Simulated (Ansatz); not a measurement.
Ti$_{3}$InN (anti-perovskite, Pm-3m) at seven volumes, plane-wave PAW LDA (Ansatz code), scaled uniformly. One row is withheld.

| V (Å³/atom) | P (GPa) |
|---|---|
| 12.635 | ? |
| 13.052 | 12.69 |
| 13.468 | 5.85 |
| 13.885 | 0.00 |
| 14.301 | -4.99 |
| 14.718 | -9.26 |
| 15.135 | -12.91 |

Problem. Fit the shown pressures and predict the withheld one.

Solution. P = (3/2)B₀(x^(7/2) − x^(5/2))[1 + (3/4)(B′ − 4)(x − 1)] with x = (V₀/V)^(2/3). Least squares on the six rows gives V₀ = 13.885 Å³/atom, B₀ = 180 GPa, B′ = 4.25. At V = 12.635, x = 1.0649 and P = 20.76 GPa. The run itself gave 20.70 GPa.

The first step of the workflow began from a Materials Project structure, measured or hypothetical; the Crystallography Open Database copy checked does not list it. Whether it is the stable phase at ambient conditions was not checked. The LDA relaxation kept the symmetry of its start; of distortions, only those at the zone centre were tested. The run is not spin-polarised.

Potentials: the later of the program's two PAW sets.
